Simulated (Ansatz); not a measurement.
ScCu$_{2}$: strain energy, fitted

ScCu$_{2}$, I4/mmm, a = 3.250 Å, c = 8.246 Å. The structure is a Materials Project entry; whether it is the stable form wasn't checked. Ansatz: PBEsol, PAW, 420 eV, Γ-centred 12×12×6 mesh on 6 atoms, Gaussian smearing 0.10 eV; no spin polarisation. Series: uniaxial strain along c, with a, b and atoms relaxed; x is the strain in per cent. y is the free energy over the unstrained cell, V0 = 14.518 Å³/atom.

```tsv
x (%)	y (meV/atom)
-4.5	12.91
-3.0	5.30
-1.5	?
0.0	0.00
1.5	1.16
3.0	4.41
4.5	9.52
```

Task: Fit y = c2 x² + c3 x³ to the other rows, turn c2 into a modulus, and predict the missing energy.

Result: Least squares on the rows shown. y = 0.5514 x² − 0.01843 x³. In eV per unit strain² c2 is 5.514; this is Young's modulus along the axis (E = ½ Y V0 ε²): 2 × 5.514 × 160.2 / (14.518) = 122 GPa. The unstrained cell keeps some stress along the strain, worth a slope of 0.05 meV/atom per %, which the form leaves out. With a term in x⁴ added, the coefficient of x² becomes 0.5290, 4 % less, which shows how far this figure hangs on the form. At x = -1.5 the fit asked for gives 1.30 meV/atom. The run gave 1.21 meV/atom, so the fit is 0.09 meV/atom too high, within twice the rms miss on the fitted rows (0.08 meV/atom).